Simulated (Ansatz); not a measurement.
Relaxed-ion elastic tensor of HgSe (zinc blende, F-43m) in GPa (Voigt order), the program Ansatz at the LDA level (PAW); density 8.33 g/cm³, 27.86 Å³ per atom.

```
68.3  52.7  52.7   0.0   0.0   0.0
52.7  68.3  52.7   0.0   0.0   0.0
52.7  52.7  68.3   0.0   0.0   0.0
 0.0   0.0   0.0  23.3   0.0   0.0
 0.0   0.0   0.0   0.0  23.3   0.0
 0.0   0.0   0.0   0.0   0.0  23.3
```

**Question.** Is the crystal mechanically stable?

**Answer.** Yes: the smallest eigenvalue of C is 15.6 GPa.

**Question.** Work out the Voigt, Reuss and Hill averages.

**Answer.** K_V = 57.9, K_R = 57.9, K_H = 57.9; G_V = 17.1, G_R = 13.0, G_H = 15.0 GPa.

**Question.** Give Young's modulus, Poisson's ratio, Pugh's ratio and the universal anisotropy index.

**Answer.** E = 9KG/(3K + G) = 41.5 GPa; ν = 0.38; K/G = 3.85 (ductile by the Pugh limit of 1.75); A_U = 5G_V/G_R + K_V/K_R − 6 = 1.60.

**Question.** Estimate the sound speeds and the Debye temperature.

**Answer.** v_l = √((K + 4G/3)/ρ) = 3060 m/s, v_t = √(G/ρ) = 1340 m/s, mean 1520 m/s; Θ = (h/k)(3n/4πV)^(1/3) v_m = 149 K.

**Question.** Give the Zener ratio and Young's modulus along [100], [110] and [111].

**Answer.** A = 2C44/(C11 − C12) = 3.00; 1/E = S11 − 2(S11 − S12 − S44/2)Γ with Γ = 0, 1/4, 1/3 gives 22.3, 42.8, 61.6 GPa.

**Question.** Solve the Christoffel equation for the three sound speeds along [100], [110], [111].

**Answer.** Eigenvalues of C_ijkl n_j n_l equal ρv². In km/s, slowest first: [100] 1.67, 1.67, 2.86; [110] 0.97, 1.67, 3.17; [111] 1.25, 1.25, 3.27.

The cell was relaxed with LDA under the symmetry of its start; phonons on a q-mesh show no instability. As this level gives no gap, shear constants depend on the k-mesh and smearing (Fermi–Dirac, 0.1 eV here). Scalar-relativistic: spin–orbit coupling is off unless named, which matters more the heavier the elements.

Potentials: the later of the program's two PAW sets.
